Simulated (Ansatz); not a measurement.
BaHfO₃ (cubic perovskite, space group No. 221) under volume change, r²SCAN (plane waves, PAW; program Ansatz), scaled uniformly.

```
V (Å³/atom)  E − E(relaxed) (meV/atom)  P (GPa)
-----------  -------------------------  -------
13.265                            74.5    19.80
13.702                            31.3    12.10
14.139                             7.4     5.56
14.577                             0.0     0.00
15.014                             6.7    -4.74
15.451                            25.2    -8.78
15.889                            54.0   -12.21
```

### Question
What does a third-order Birch–Murnaghan fit give for V₀, B₀ and B′?

### Answer
V₀ = 14.58 Å³/atom, B₀ = 171 GPa, B′ = 4.4.

Space group Pm-3m (cubic perovskite). Symmetry was held in the r²SCAN relaxation; phonons on a q-mesh show no instability. No spin polarisation was allowed. Spin–orbit coupling is left out wherever it is not named.

Potentials: the later of the program's two PAW sets.
